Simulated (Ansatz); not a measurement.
Input:

Ga₂AsP:
```
CELL_PARAMETERS angstrom
      1.96110     1.13224     6.40814
     -1.96110     1.13224     6.40814
      0.00000    -2.26448     6.40814
ATOMIC_POSITIONS crystal
  Ga 0.00249 0.00249 0.00249
  Ga 0.49742 0.49742 0.49742
  P  0.37488 0.37488 0.37488
  As 0.87519 0.87519 0.87519
```

This is the PBEsol-relaxed structure. x, y and z are the axes in which the lattice vectors are written.

Q: All from PBEsol in the plane-wave PAW code Ansatz, unless another level is named. Give the electron effective mass with spin–orbit coupling.

A: 0.076, 0.076, 0.089 mₑ (principal values).

Q: What about the hole effective mass, band 2 of 2 at the edge?

A: 0.053 along x, 0.89 along z (mₑ).

Q: Next, the valence-band maximum?

A: at Γ.

Space group R3m. The first step of the workflow began from a Materials Project structure, measured or hypothetical; the Crystallography Open Database copy checked does not list it. With P and As taken as one species the cell has the higher symmetry F-43m, so it may be an ordered model of a mixed-site phase. Whether it is the stable phase at ambient conditions was not checked. Symmetry was held in the PBEsol relaxation; whether a distortion lowers the energy is not shown. Scalar-relativistic: spin–orbit coupling is off unless named, which matters more the heavier the elements.

Potentials: the later of the program's two PAW sets.

Edges and masses are those of Kohn–Sham bands, whose gap is no quasiparticle gap.
